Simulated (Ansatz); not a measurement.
Relaxed ZnS (zinc blende):

```yaml
crystal:
  lattice:
    - [0.00000, 5.44344, 5.44344]
    - [2.72172, 0.00000, 2.72172]
    - [2.72172, 2.72172, 0.00000]
  atoms:
    - { symbol: S, position: [0.37500, 0.75000, 0.75000] }
    - { symbol: S, position: [0.87500, 0.75000, 0.75000] }
    - { symbol: Zn, position: [0.00000, 0.00000, 0.00000] }
    - { symbol: Zn, position: [0.50000, 0.00000, 0.00000] }
```

These are PBE (plane waves to 420 eV, PAW, scalar-relativistic; Ansatz, a program for electronic structure) values and carry that method's errors. k mesh 4×8×8 (Γ-centred), Fermi-Dirac smearing 0.05 eV. ZnS was relaxed with its symmetry unable to fall.

One atom of the cell was then moved (with its periodic images), all else fixed, and the forces (eV/Å) came out as:

| atom | Fx | Fy | Fz |
|---|---|---|---|
| S1 | -0.211 | 0.211 | -1.557 |
| S2 | 0.187 | -0.187 | -0.304 |
| Zn3 | 0.223 | -0.223 | -0.225 |
| Zn4 | -0.199 | 0.199 | 2.086 |

Problem. Which atom was moved, and by which vector (Å)?

Solution. Zn4, by (0.00, 0.00, -0.38), 0.38 Å in all.

(For displaced atoms, the force is minus the slope of the energy, and its curvature is a force constant, which sets phonon frequencies.)
